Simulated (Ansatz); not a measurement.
BeS:
```yaml
crystal:
  lattice:
    - [3.42332, 0.00000, 0.00000]
    - [-1.71166, 2.96468, 0.00000]
    - [0.00000, 0.00000, 7.74601]
  atoms:
    - { symbol: Be, position: [0.00000, 0.50000, 0.33333] }
    - { symbol: Be, position: [0.50000, 0.50000, 0.66667] }
    - { symbol: Be, position: [0.50000, 0.00000, 0.00000] }
    - { symbol: S, position: [0.00000, 0.50000, 0.83333] }
    - { symbol: S, position: [0.50000, 0.50000, 0.16667] }
    - { symbol: S, position: [0.50000, 0.00000, 0.50000] }
```

Relaxed with PBEsol. Special points in fractions of this cell's reciprocal vectors: Γ (0.000, 0.000, 0.000); M (0.500, 0.000, 0.000); K (0.333, 0.333, 0.000); A (0.000, 0.000, 0.500); L (0.500, 0.000, 0.500); H (0.333, 0.333, 0.500).

Problem. List the band energies nearest the valence-band maximum at these points for plane-wave PAW PBEsol (Ansatz code).

Solution. In eV from the valence-band maximum; about four levels below and three above (degenerate sets whole), none deeper than 8.9 eV; points with the same levels are listed once.

```csv
k,below,above
Γ,-0.68 -0.68 -0.32 0.00,3.91 3.91 4.81
M,-2.28 -2.25 -1.81 -1.69,2.49 2.71 3.71
K,-4.09 -4.09 -2.57 -1.75 -1.75,3.96 4.13 4.13
A,-0.75 -0.47 -0.47 -0.39,3.38 5.07 5.07
L,-2.53 -2.09 -1.68 -1.34,3.06 3.68 3.98
H,-3.35 -3.35 -2.72 -1.30,4.34 4.92 5.89 5.89
```

Space group P6_422. The start of the workflow was typed in or built on a structure type; neither database checked (COD, Materials Project) lists it. COD files the formula under space group No. 216. Whether it is the stable phase at ambient conditions was not checked. The cell was relaxed with PBEsol under the symmetry of its start; its stability against distortions is not shown here.

Potentials: the earlier of the program's two PAW sets. The files were generated under PBE; for other functionals the program regenerates the frozen cores, and for LDA and PBEsol the local potential too.
